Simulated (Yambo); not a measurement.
A BSE run in Yambo for CsCdF3 (cubic perovskite, space group Pm-3m, No. 221) (PBEsol bands; 8×8×8 mesh, 9 valence and 3 conduction bands, static screening with 56 bands and a 3 Ry block, scissor 3.17 eV, Tamm-Dancoff; field along x) gives:

```csv
state,energy (eV),states within 2 meV,relative strength,class
1,6.69,3,1.00,strong
2,6.93,3,< 0.01,dark
3,7.17,3,0.16,strong
4,7.29,3,< 0.01,dark
5,7.32,3,< 0.01,dark
```

Problem. What changes when the window shrinks to 9 valence and 1 conduction bands?

Solution. The lowest state goes from 6.685 eV to 6.714 eV, and its distance below the direct gap from 0.793 eV to 0.764 eV. These are vertical excitations (zero momentum); the indirect quasiparticle gap, about 6.19 eV, is smaller than the direct one (7.48 eV on the GW mesh). The scissor comes from a G0W0 run whose convergence isn't established.

Spin-orbit coupling is not included.

Geometry of the Materials Project entry, not relaxed at this level; primitive cell a = b = c = 4.487 Å, α = β = γ = 90.00°.

The structure is a Materials Project entry; no match was found in the copy of COD used, and its stability was not checked.
